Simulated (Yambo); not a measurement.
BN (space group Fmm2, No. 42): the exchange self-energy on PBEsol orbitals (Yambo, 6×6×6 mesh) holds the Coulomb divergence, which is integrated with random points (RandQpts).

| random points | exchange-only gap (-0.5, 0.333, -0.167) → (0, -0.5, -0.5) (eV) | shift of the valence edge (eV) | gap against the reference (meV) |
|---|---|---|---|
| 1,000 | 11.53 | -3.04 | -150 |
| 10,000 | 11.59 | -3.12 | -95 |
| 100,000 | 11.70 | -3.28 | 13 |
| 1,000,000 | 11.69 | -3.27 | 8 |
| 5,000,000 | 11.68 | -3.26 | reference |

From 100,000 points on, the gap stays within 20 meV of the run with most points. The error is statistical; each row is a single draw, so the rows fix no rate of convergence.

Geometry of the Materials Project entry, not relaxed at this level; primitive cell a = 4.112 Å, b = 2.502 Å, c = 3.713 Å, α = 80.29°, β = 36.85°, γ = 62.86°.

This is not the ordinary phase of the substance; no match was found in the copy of COD used, and its stability was not checked.

A shift is the quasiparticle energy of the state minus its PBEsol energy.

The distance between layers or molecules is the database entry's, not relaxed here. Functionals without dispersion can leave it too large, which widens gaps and weakens the response across layers: the numbers belong to this cell.
